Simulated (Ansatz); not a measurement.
Values for one crystal, relaxed and computed with DFT-r²SCAN in the program Ansatz with PAW potentials; other levels are named.

```yaml
volume_per_atom: 20.16 Å³
electronic_character: metallic (no gap)
Gap with spin–orbit coupling: none (metallic)
Bulk modulus (Birch–Murnaghan fit): 830 kbar
Density of states at the Fermi level: 0.25 states/eV per atom (mean over ±0.08 eV)
Pressure derivative B′: 5.6
Formation energy from the elements (no fitted shifts): -0.39 eV/atom
```

### Question
Pick the material that matches.
(A) Ti3Al, P6_3/mmc (Ti on 6h, Al on 2c)
(B) NaAu2, cubic Laves (MgCu2 type)
(C) ZnAu, CsCl type
(D) CeRu2, cubic Laves (MgCu2 type)

### Answer
B, NaAu2, cubic Laves (MgCu2 type)

Space group Fd-3m (cubic Laves (MgCu2 type)). The workflow started from an entry of the Crystallography Open Database (COD). Its standing as an ambient phase is unchecked. The cell was relaxed with r²SCAN under the symmetry of its start; its stability against distortions is not shown here. The references are the lowest solids computed at this level, not always the standard phases. Scalar-relativistic: spin–orbit coupling is off unless named, which matters more the heavier the elements.

Potentials: the later of the program's two PAW sets.
